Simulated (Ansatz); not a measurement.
The start is a generated cell, CsSnI3 built in the 2H-BaNiO3 structure type. The cell and all atomic positions are relaxed at zero pressure with PBEsol (plane waves to 420 eV, PAW, scalar-relativistic; Ansatz, an electronic-structure program). The first steps use a coarse 3×3×3 k-mesh.

Initial structure:
```
CELL_PARAMETERS angstrom
      8.96460     0.00000     0.00000
     -4.48230     7.76357     0.00000
      0.00000     0.00000     7.65892
ATOMIC_POSITIONS crystal
  Cs 0.33333 0.66667 0.75000
  Cs 0.66667 0.33333 0.25000
  Sn 0.00000 0.00000 0.00000
  Sn 0.00000 0.00000 0.50000
  I  0.14620 0.29240 0.25000
  I  0.70760 0.85380 0.25000
  I  0.14620 0.85380 0.25000
  I  0.85380 0.70760 0.75000
  I  0.29240 0.14620 0.75000
  I  0.85380 0.14620 0.75000
```

```json
{
  "largest_initial_force": "1.43 eV/Å, on I5, I6, I7, I8, I9, I10 (atoms numbered as listed)",
  "outcome": "The space group stays P6₃/mmc (No. 194) (the run could not lower it), with 10 atoms in the primitive cell",
  "energy_released": "0.14 eV/atom",
  "volume_change": "-15.2 %, from 53.30 to 45.19 Å³/atom",
  "Shortest distances (start → end)": "The closest pairs of elements (up to four, under 3.6 Å), start → end: I–Sn 2.97 → 3.14 Å",
  "band_gap_at_the_end": "1.32 eV, indirect (valence top at K, conduction bottom at Γ) (no spin-orbit coupling)",
  "optimiser_moves": "6"
}
```

Relaxed structure:

Space group P6₃/mmc (No. 194); a = b = 8.3554 Å, c = 7.4742 Å, α = β = 90.00°, γ = 120.00°

| atom | site | symmetry | x | y | z |
|---|---|---|---|---|---|
| Cs | 2d | -6m2 | 0.6667 | 0.3333 | 0.2500 |
| Sn | 2a | -3m. | 0.0000 | 0.0000 | 0.0000 |
| I | 6h | mm2 | 0.1744 | 0.3488 | 0.2500 |

Final values are on a 5×5×5 k-mesh of the relaxed cell. No spin polarisation in the result. Spin-orbit coupling is missing; with elements this heavy it can move band edges by tenths of an eV or more.

The run could not lose the symmetry of its start, so the end can be a saddle point.

The relaxed structure here is a generated cell of CsSnI3: the first start was made by placing the elements on the sites of a structure type, and the end was not matched to a known phase here, so it may be hypothetical. Known forms of CsSnI3 include space group No. 62, 221.
